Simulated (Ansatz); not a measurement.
# Ti2O3: how the energy converges with the cutoff

Ti2O3, R-3c, a = 5.149 Å, c = 13.642 Å. Ansatz: PBEsol, PAW, cutoff varied, Γ-centred 12×12×12 mesh on 10 atoms, Gaussian smearing 0.10 eV; no spin polarisation. Single points at one geometry, the cutoff alone changed; ΔE is the energy at zero smearing over the run at 850 eV (runs within 0.3 meV/atom of it are left out). The runs up to 380 eV lie under the cutoff recommended for these PAW datasets.

```tsv
cutoff (eV)	ΔE (meV/atom)
150	20981.79
200	5658.55
250	1532.54
300	358.04
350	63.52
380	20.76
420	4.72
460	1.51
520	0.89
600	?
```

Question: Assume ΔE falls exponentially with the cutoff, fit y = ln ΔE against x, the cutoff in eV, to the other rows, and predict the missing value.

Answer: y = 9.951, 8.641, 7.335, 5.881, 4.151, 3.033, 1.552, 0.412, -0.117. Means x = 336.7, y = 4.5377; Σ(Δx)² = 120200, ΣΔxΔy = -3544; the slope is their ratio. y = 14.46 − 0.02949 x, a factor of ten per 78 eV. At 600 eV this gives ΔE = 0.04 meV/atom. The run gave 0.51, a ratio of 0.08. Between neighbouring rows the decay runs from a factor of ten per 62 eV to one per 331 eV, so one exponential is only a rough guide. The fast fall gives way to a slow tail, so a fit to low cutoffs promises convergence too early.

Cost: 12 runs of about 26 core-minutes in all, on Intel Xeon Processor @ 2.50GHz (Skylake/Cascade Lake) (shared hosts).